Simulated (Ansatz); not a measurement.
Level of theory: DFT PBE, scalar-relativistic, plane waves, PAW in Ansatz. All cells share a 420 eV cutoff and Γ-centred k meshes spaced about 0.3 Å⁻¹ or finer (0.25 for metals, 2π included). No spin polarisation.

All energies are static (0 K, no zero-point motion).

Two forms of BeSe3 were relaxed alike.

A. Space group P-42_1m (No. 113), tetragonal, a = 5.220 Å, c = 7.611 Å. Be has 4 Se at 2.24 Å; Se on a site of symmetry m is surrounded by 2 Be at 2.24 Å and 1 Se at 2.39 Å; Se on a site of symmetry 2mm has 2 Se at 2.39 Å.

B. Space group P4/nmm (No. 129), tetragonal, a = 3.619 Å, c = 17.507 Å. Around Be lie 4 Se at 2.26 Å and 4 Be at 2.56 Å; Se on its first site is surrounded by 4 Be at 2.26 Å; Se on its second site is surrounded by 4 Se at 2.66 Å; Se on its third site has 4 Se at 2.66 Å.

Question: Which would you expect to be lower, and how large is the difference?

Answer: A is lower, by 58 meV/atom. A has space group P-42_1m (No. 113), 25.9 Å³/atom and a gap of 0.69 eV on its mesh; B has space group P4/nmm (No. 129), 28.7 Å³/atom and no gap. A holds Se–Se units of three or more atoms (shortest 2.39 Å); in B the shortest Se–Se distance is 2.66 Å, near bonding range too. Both come from trial cells of a structure search.

No dispersion correction is applied, so the spacing and binding between layers, chains or molecules are poorly described (P-42_1m, P4/nmm), and this can change margins and order among such cells. Kohn–Sham gaps at this level usually fall short of measured ones. The zero gap of P4/nmm may come from the functional, which often closes small gaps, or the cell may be a true semimetal. With atoms moved at random, A ended within 5 meV/atom of its own energy, in a cell of lower symmetry. With atoms moved at random, B (by 14 meV/atom) fell into a lower structure.
